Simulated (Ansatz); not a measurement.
# Mg$_{2}$CdSe$_{3}$ (P3m1) at 2 levels of theory

One geometry, relaxed with PBE; plane waves with PAW potentials in Ansatz, scalar-relativistic. No spin polarisation. Gaps are the least over mesh and band path; pressure is positive in compression.

```
Mg Cd Se
1.0
     4.29098    0.00000    0.00000
    -2.14549    3.71610    0.00000
     0.00000    0.00000   10.48168
Mg Cd Se
2 1 3
Direct
  0.66667 0.33333 0.33520
  0.33333 0.66667 0.66203
  0.00000 0.00000 0.00226
  0.00000 0.00000 0.25764
  0.66667 0.33333 0.58323
  0.33333 0.66667 0.90963
```

```
level  cutoff (eV)  k mesh  gap (eV)  pressure (GPa)
  PBE          420   6×6×4      1.49             0.0
```

Question: What comes out on the same cell with r2SCAN?

Answer:
```
 level  cutoff (eV)  k mesh  gap (eV)  pressure (GPa)
r2SCAN          500   6×6×4      2.03            -1.3
```

It was reached by relaxing an invented guess, and it needn't be the stable form of this composition.
